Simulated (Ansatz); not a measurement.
# Structure relaxation, Ta

The start is a generated cell, Ta placed in the AFLOW prototype A_mC12_5_3c (A19). The cell and all atomic positions are relaxed at zero pressure with PBEsol (plane waves to 420 eV, PAW, scalar-relativistic; Ansatz, a quantum-chemistry and plane-wave program). First-step values are on the input's coarse k-mesh.

Ansatz input (later rounds restart from its end on a renewed k-mesh):
Ansatz 0.2 input:
```yaml
crystal:
  lattice:
    - [2.9150574, -1.6853903, 0]
    - [2.9150574, 1.6853903, 0]
    - [-0.3866442, 0, 11.0720406]
  atoms:
    - { symbol: Ta, position: [0.78, 0.32, 0.245] }
    - { symbol: Ta, position: [0.68, 0.22, 0.755] }
    - { symbol: Ta, position: [0.33, 0.93, 0.4] }
    - { symbol: Ta, position: [0.07, 0.67, 0.6] }
    - { symbol: Ta, position: [0.815, 0.675, 0.07] }
    - { symbol: Ta, position: [0.325, 0.185, 0.93] }
basis: { ecutwfc: 420, ecutrho_ratio: 4, xc_grid: 2, fft_grid_basis: typed }
kpoints: { mp_grid: { grid: [11, 11, 3] } }
hamiltonian:
  xc: pbesol
  dispersion: none
  pseudopotentials: { azcp: { folder: ./paw }, kind: paw }
scf: { occupations: { method: fermi_dirac, width: 0.05 } }
relax: { f_tol: 0.01, max_steps: 100, cell: { stress_tol: 0.02 } }
output: { forces: true, stress: true }
```

Q: Does the structure survive the relaxation? Give the final space group.

A: The space group goes from C2 (No. 5) to Im-3m (No. 229); the end is bcc (W type), with 1 atom in the primitive cell.

Q: By how much does the energy per atom fall from start to end?

A: About 1.5 eV/atom.

Q: How does the volume per atom move from start to end?

A: -2.5 %, from 18.13 to 17.68 Å³/atom.

Q: How do the shortest distances between atoms change?

A: The closest pairs of elements (up to four, under 3.6 Å), start → end: Ta–Ta 2.29 → 2.84 Å.

Q: Is the relaxed structure metallic? Give its gap.

A: No gap (metallic).

Q: Write out the relaxed structure.

A: 
Space group Im-3m (No. 229); a = 3.2819 Å, b = 3.2819 Å, c = 3.2819 Å, α = 90.00°, β = 90.00°, γ = 90.00°

| atom | site | symmetry | x | y | z |
|---|---|---|---|---|---|
| Ta | 2a | m-3m | 0.0000 | 0.0000 | 0.0000 |
(The calculation used a cell of 1 atom; values per cell refer to that cell.)

Final values are on a 20×20×20 k-mesh of the relaxed cell. The start holds a very short contact (Ta–Ta 2.29 Å). No spin polarisation in the result.

The run could not lose the symmetry of its start.
